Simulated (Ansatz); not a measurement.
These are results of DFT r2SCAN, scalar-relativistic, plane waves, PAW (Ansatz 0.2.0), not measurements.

Structure of Ti3O:

```xyz
8
Lattice="5.1286 0.0000 0.0000 -2.5643 4.4415 0.0000 0.0000 0.0000 4.8541" Properties=species:S:1:pos:R:3 pbc="T T T"
Ti   -1.7225    2.9834    3.6406
Ti   -0.8418    1.4581    1.2135
Ti    3.4449    0.0000    3.6406
Ti    1.7225    2.9834    1.2135
Ti    0.8418    1.4581    3.6406
Ti    1.6837    0.0000    1.2135
O     0.0000    0.0000    2.4271
O     0.0000    0.0000    0.0000
```

Settings: cutoff 500 eV, Γ-centred mesh 12×12×8 on the computed 8-atom cell, Gaussian smearing of 0.10 eV; no spin polarisation.

Levels along Γ–M–K–Γ–A–L–H–A | L–M | H–K, in eV from the Fermi level, sorted by energy at each point. Points in fractions of the primitive reciprocal vectors: Γ (0.000 0.000 0.000), M (0.500 0.000 0.000), K (0.333 0.333 0.000), A (0.000 0.000 0.500), L (0.500 0.000 0.500), H (0.333 0.333 0.500).
```tsv
point	k (1/Å, with 2π)	band 41	band 42	band 43	band 44	band 45	band 46	band 47
Γ	0.000	-0.92	-0.23	-0.23	0.18	0.79	0.79	1.24
-	0.101	-0.94	-0.19	-0.19	0.21	0.78	0.82	1.19
-	0.202	-0.95	-0.10	-0.07	0.30	0.75	0.92	1.07
-	0.303	-0.96	0.04	0.08	0.42	0.70	0.94	0.95
-	0.404	-0.95	0.17	0.25	0.57	0.63	0.81	0.87
-	0.505	-0.93	0.23	0.41	0.55	0.72	0.73	0.88
-	0.606	-0.91	0.23	0.48	0.53	0.68	0.86	0.88
M	0.707	-0.90	0.22	0.46	0.58	0.67	0.83	0.94
-	0.766	-0.79	0.23	0.43	0.58	0.66	0.79	0.94
-	0.824	-0.63	0.25	0.38	0.58	0.64	0.71	0.91
-	0.882	-0.49	0.29	0.31	0.58	0.61	0.64	0.87
-	0.941	-0.36	0.23	0.33	0.58	0.58	0.60	0.81
-	0.999	-0.24	0.14	0.37	0.52	0.58	0.60	0.75
-	1.057	-0.14	0.05	0.41	0.47	0.59	0.62	0.69
K	1.116	-0.04	-0.04	0.44	0.44	0.59	0.65	0.65
-	1.232	-0.24	0.14	0.39	0.50	0.57	0.61	0.74
-	1.349	-0.45	0.33	0.34	0.47	0.62	0.64	0.77
-	1.466	-0.64	0.27	0.33	0.49	0.69	0.73	0.74
-	1.582	-0.80	0.12	0.15	0.48	0.69	0.86	0.90
-	1.699	-0.90	-0.05	-0.03	0.33	0.75	0.95	1.03
-	1.816	-0.93	-0.18	-0.17	0.22	0.78	0.83	1.17
Γ	1.933	-0.92	-0.23	-0.23	0.18	0.79	0.79	1.24
-	2.025	-0.90	-0.25	-0.25	0.18	0.76	0.76	1.23
-	2.117	-0.83	-0.30	-0.30	0.18	0.67	0.67	1.22
-	2.210	-0.73	-0.40	-0.40	0.17	0.54	0.54	1.21
-	2.302	-0.61	-0.52	-0.52	0.12	0.37	0.37	1.21
-	2.395	-0.54	-0.54	-0.47	0.05	0.18	0.18	1.24
-	2.487	-0.38	-0.38	-0.33	-0.06	-0.01	-0.01	1.31
A	2.580	-0.20	-0.20	-0.20	-0.20	-0.19	-0.19	1.43
-	2.681	-0.34	-0.34	-0.17	-0.17	-0.06	-0.06	1.42
-	2.782	-0.49	-0.49	-0.09	-0.09	0.07	0.07	1.41
-	2.883	-0.63	-0.63	0.00	0.00	0.20	0.20	1.28
-	2.984	-0.74	-0.74	0.04	0.04	0.37	0.37	1.03
-	3.085	-0.81	-0.81	0.04	0.04	0.55	0.55	0.80
-	3.186	-0.85	-0.85	0.03	0.03	0.56	0.56	0.77
L	3.287	-0.88	-0.88	0.03	0.03	0.50	0.50	0.83
-	3.345	-0.89	-0.89	0.05	0.05	0.51	0.51	0.83
-	3.404	-0.92	-0.92	0.10	0.10	0.53	0.53	0.82
-	3.462	-0.95	-0.95	0.19	0.19	0.56	0.56	0.80
-	3.520	-0.99	-0.99	0.28	0.28	0.60	0.60	0.77
-	3.579	-1.02	-1.02	0.37	0.37	0.63	0.63	0.73
-	3.637	-1.06	-1.06	0.44	0.44	0.66	0.66	0.69
H	3.695	-1.09	-1.09	0.47	0.47	0.66	0.66	0.66
-	3.812	-1.04	-1.04	0.40	0.40	0.62	0.62	0.72
-	3.929	-1.01	-1.01	0.33	0.33	0.51	0.51	0.81
-	4.045	-0.91	-0.91	0.28	0.28	0.33	0.33	0.97
-	4.162	-0.73	-0.73	0.13	0.13	0.21	0.21	1.21
-	4.279	-0.54	-0.54	-0.04	-0.04	0.10	0.10	1.42
-	4.396	-0.36	-0.36	-0.16	-0.16	-0.04	-0.04	1.42
A	4.512	-0.20	-0.20	-0.20	-0.20	-0.19	-0.19	1.43
L	4.512	-0.88	-0.88	0.03	0.03	0.50	0.50	0.83
-	4.605	-0.89	-0.64	0.04	0.12	0.48	0.54	0.73
-	4.697	-0.85	-0.40	0.13	0.27	0.47	0.60	0.69
-	4.790	-0.83	-0.19	0.27	0.45	0.48	0.68	0.73
-	4.882	-0.85	-0.01	0.42	0.48	0.60	0.73	0.78
-	4.974	-0.87	0.12	0.47	0.55	0.64	0.76	0.87
-	5.067	-0.89	0.20	0.46	0.59	0.64	0.86	0.91
M	5.159	-0.90	0.22	0.46	0.58	0.67	0.83	0.94
H	5.159	-1.09	-1.09	0.47	0.47	0.66	0.66	0.66
-	5.252	-0.87	-0.87	0.42	0.57	0.57	0.65	0.76
-	5.344	-0.65	-0.65	0.49	0.49	0.52	0.84	0.84
-	5.437	-0.44	-0.44	0.42	0.42	0.71	0.88	0.88
-	5.529	-0.27	-0.27	0.39	0.39	0.78	0.84	0.84
-	5.622	-0.14	-0.14	0.39	0.39	0.67	0.77	0.77
-	5.714	-0.06	-0.06	0.41	0.41	0.61	0.69	0.69
K	5.806	-0.04	-0.04	0.44	0.44	0.59	0.65	0.65
```

Spin polarisation was left out, and a magnetic state may lie lower.

Cost: 1 run of about 3 core-minutes, on Intel Xeon 6975P-C (Granite Rapids) (shared hosts).